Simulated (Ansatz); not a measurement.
## Ag₃Os: a bulk modulus from differences

The structure comes from a generated guess, relaxed at this level; another structure or a mixture of phases may lie lower.

Level of theory: Ansatz, DFT PBE, scalar-relativistic, plane waves, PAW. The final run on the 4-atom cell used 420 eV, a Γ-centred 12×12×4 mesh, 0.10 eV smearing and no spin polarisation.

```
CELL_PARAMETERS angstrom
2.79470 0.00000 0.00000
-1.39735 2.42028 0.00000
0.00000 0.00000 9.80336
ATOMIC_POSITIONS crystal
Ag 0.00000 0.00000 0.00000
Ag 0.66667 0.33333 0.74533
Ag 0.66667 0.33333 0.25467
Os 0.00000 0.00000 0.50000
```

The cell was set to several volumes, with shape and atoms relaxed at each where symmetry leaves them free. Pressure is positive in compression, and energies count from the lowest row. No row has a gap on its mesh.

| row | V (Å³/atom) | P (GPa) | ΔE (meV/atom) |
| --- | --- | --- | --- |
| 1 | 14.588 | 26.22 | 141.1 |
| 2 | 15.085 | 17.60 | 73.6 |
| 3 | 15.583 | ? | ? |
| 4 | 16.080 | 4.73 | 7.1 |
| 5 | 16.577 | 0.01 | 0.0 |
| 6 | 17.075 | -3.79 | 6.1 |
| 7 | 17.572 | -6.83 | 22.8 |
| 8 | 18.235 | -9.83 | 57.7 |

Problem. Find B = −V·ΔP/ΔV from rows 4 and 6 and from rows 1 and 2, and from the two its slope B′ and its value B0 at zero pressure.

Solution. Rows 4 and 6 give −(16.080 + 17.075)/2 × (-3.79 − (4.73))/(17.075 − 16.080) = 142.0 GPa at a mean pressure of 0.47 GPa. Rows 1 and 2 give −(14.588 + 15.085)/2 × (17.60 − (26.22))/(15.085 − 14.588) = 257.3 GPa at a mean pressure of 21.91 GPa. So B′ = (257.3 − 142.0)/(21.91 − (0.47)) = 5.38 and B0 = 142.0 − 5.38 × (0.47) = 139.5 GPa. A third-order Birch–Murnaghan fit to all the energies gives B0 = 139.9 GPa and B′ = 6.1.

Problem. Estimate the pressure and energy of row 3.

Solution. From row 5, V0 = 16.577 × (1 + (0.01)/139.5) = 16.578 Å³/atom. Murnaghan's form P = (B0/B′)·[(V0/V)^B′ − 1] gives (139.5/5.38) × [(16.578/15.583)^5.38 − 1] = 10.25 GPa; the computed pressure is 10.52 GPa, so the estimate is off by -0.27 GPa. The work of compression from row 4, with the mean of the two pressures, gives ΔE = 7.1 + (10.25 + 4.73)/2 × (16.080 − 15.583)/160.2 × 1000 = 30.3 meV/atom (1 eV/Å³ = 160.2 GPa); the computed value is 30.4 meV/atom.

These runs have no spin–orbit coupling, which can matter for Os. All volumes keep the k mesh of the relaxed cell. A later test with randomly moved atoms came back to the same energy, though modes that don't fit the test's cell weren't probed.
